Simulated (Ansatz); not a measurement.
TiRe: moving Re off its site

TiRe, Pm-3m, a = 3.118 Å (as given, not relaxed at this level: -13.1 GPa). The structure is a COD entry; whether it is the stable form wasn't checked. Ansatz: LDA, PAW, 420 eV, Γ-centred 16×16×16 mesh on 2 atoms, Gaussian smearing 0.15 eV; no spin polarisation.

```yaml
crystal:
  lattice:
    - [3.11800, 0.00000, 0.00000]
    - [0.00000, 3.11800, 0.00000]
    - [0.00000, 0.00000, 3.11800]
  atoms:
    - { symbol: Ti, position: [0.50000, 0.50000, 0.50000] }
    - { symbol: Re, position: [0.00000, 0.00000, 0.00000] }
```

Atom 2 (Re) moves by x along the unit vector (-0.577, -0.577, -0.577), with its periodic images; all else is held. y is the free energy of the cell over the start, F the force along the path summed over the moved atoms. Symmetry makes y even in x.

| x (Å) | y (meV) | F (eV/Å) |
| --- | --- | --- |
| -0.3000 | ? | ? |
| -0.1500 | 101.0 | 1.35 |
| 0.0000 | 0.0 | 0.00 |
| 0.0375 | 6.3 | -0.34 |
| 0.0750 | 25.2 | -0.67 |
| 0.1125 | 56.8 | -1.01 |
| 0.1875 | 157.6 | -1.67 |
| 0.2250 | 226.1 | -1.98 |
| 0.2625 | 306.2 | -2.28 |

Question: Fit y = c2 x² + c4 x⁴ to the energies of the other rows, give the force constant, and predict energy and force of the missing row.

Answer: Least squares on the rows shown. y = 4515.0 x² − 1016.6 x⁴. The force constant is 2 c2 = 9.03 eV/Å², for the cell as given, at -13.1 GPa (for all images moving together, not for a lone atom). With two atoms in a cubic cell this is the optical mode at Γ (in a metal it hangs on mesh and smearing): ω = 521.5 √(2 c2/μ) = 254 cm⁻¹ for μ = 38.08 u. The force −dy/dx at the missing row is 2.60 eV/Å (computed 2.58). At x = -0.3000 the fit asked for gives 398.1 meV. The run gave 397.4 meV, so the fit is 0.7 meV too high, a small miss on the scale of the series.

Spin–orbit coupling is left out, which can shift energies with elements as heavy as these.